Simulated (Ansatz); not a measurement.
Data:

HfB2:
```yaml
crystal:
  lattice:
    - [3.14507, 0.00000, 0.00000]
    - [-1.57254, 2.72371, 0.00000]
    - [0.00000, 0.00000, 3.48744]
  atoms:
    - { symbol: Hf, position: [0.00000, 0.00000, 0.00000] }
    - { symbol: B, position: [0.33333, 0.66667, 0.50000] }
    - { symbol: B, position: [0.66667, 0.33333, 0.50000] }
```

This is the PBE-relaxed structure.

Problem. All from plane-wave PAW PBE (Ansatz code), unless another level is named. Give the electronic character.

Solution. metallic (no gap).

Problem. Predict the formation energy from the elements (no fitted shifts).

Solution. -1.01 eV/atom.

Problem. Give the density of states at the Fermi level.

Solution. 0.09 states/eV per atom (mean over ±0.08 eV).

Problem. What about the Z2 indices of the occupied bands with spin–orbit coupling?

Solution. 0;(001).

Problem. What about the gap with spin–orbit coupling?

Solution. none (metallic).

Space group P6/mmm. The PBE relaxation kept the symmetry of its start; of distortions, only those at the zone centre were tested. The run is not spin-polarised. The references are the lowest solids computed at this level, not always the standard phases. Scalar-relativistic: spin–orbit coupling is off unless named, which matters more the heavier the elements.

Potentials: the later of the program's two PAW sets.
